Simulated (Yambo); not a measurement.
Yambo run on CdSe (zinc blende, space group F-43m, No. 216) under isotropic strain of -3 % on all lattice vectors. The wavefunctions come from this Quantum ESPRESSO step (PBE, PseudoDojo stringent norm-conserving files, scalar-relativistic):

```
&CONTROL
  calculation = 'nscf'
  pseudo_dir = './pseudo'
  outdir = './out'
/
&SYSTEM
  ibrav = 0
  nat = 2
  ntyp = 2
  ecutwfc = 120.0
  ecutrho = 480.0
  occupations = 'fixed'
  force_symmorphic = .true.
  nbnd = 262
/
&ELECTRONS
  conv_thr = 2e-09
  diago_full_acc = .true.
  diago_thr_init = 1e-08
/
ATOMIC_SPECIES
Se 78.9710 Se.upf
Cd 112.4140 Cd.upf
CELL_PARAMETERS angstrom
  0.000000000000   2.950209271716   2.950209271716
  2.950209271716   0.000000000000   2.950209271716
  2.950209271716   2.950209271716   0.000000000000
ATOMIC_POSITIONS crystal
Se   0.249999929289   0.249999929289   0.249999929289
Cd   0.000000000000   0.000000000000   0.000000000000
K_POINTS automatic
4 4 4 0 0 0
```

Yambo input:

```
rim_cut
gw0
dyson
el_el_corr
HF_and_locXC
ppa
em1d
RandQpts= 1000000
RandGvec= 1 Ry
EXXRLvcs= 120 Ry
VXCRLvcs= 480 Ry
Chimod= "HARTREE"
% BndsRnXp
 14 | 259 |
%
NGsBlkXp= 15 Ry
% LongDrXp
 1.0 | 1.0 | 1.0 |
%
PPAPntXp= 27.2114 eV
% GbndRnge
 1 | 259 |
%
GTermKind= "BG"
DysSolver= "n"
ExtendOut
% QPkrange
 1 | 1 | 22 | 23 |
 3 | 3 | 22 | 23 |
 8 | 8 | 22 | 23 |
%
```

k points by index: 1 = Γ, 3 = L, 8 = W.

The o-*.qp file then holds:

```
#    K-point    Band    Eo [eV]    E [eV]    E-Eo [eV]    Vxc [eV]    Vnlxc [eV]    Sc|Eo [eV]    Sc|E [eV]    dSc/dw|Eo [eV]    Re(Z)    Im(Z)
#
    1    22    0.000000    -0.720162    -0.720162    -16.57325    -19.13860    1.662943    1.845183    -6.885083    0.798068    -0.001311
    1    23    0.793388    0.846858    0.053471    -11.94881    -8.219848    -3.663533    -3.675492    -6.075370    0.817482    -0.001236
    3    22    -0.887698    -1.691623    -0.803925    -15.32451    -18.14259    1.807731    2.014154    -6.986145    0.795710    -0.001352
    3    23    2.503300    2.664406    0.161106    -11.71133    -7.595156    -3.918798    -3.955068    -6.122131    0.816335    -0.001252
    8    22    -2.582286    -3.558048    -0.975762    -13.90552    -17.36270    2.222342    2.481419    -7.224024    0.790212    -0.001470
    8    23    5.200646    5.170387    -0.030259    -10.91232    -6.945908    -4.003548    -3.996668    -6.211062    0.814163    -0.001298
```
(The two width columns are left out.) Convergence of these settings isn't established.

Spin-orbit coupling is not included.

Geometry strained from the cell relaxed with PBEsol, atoms relaxed again.
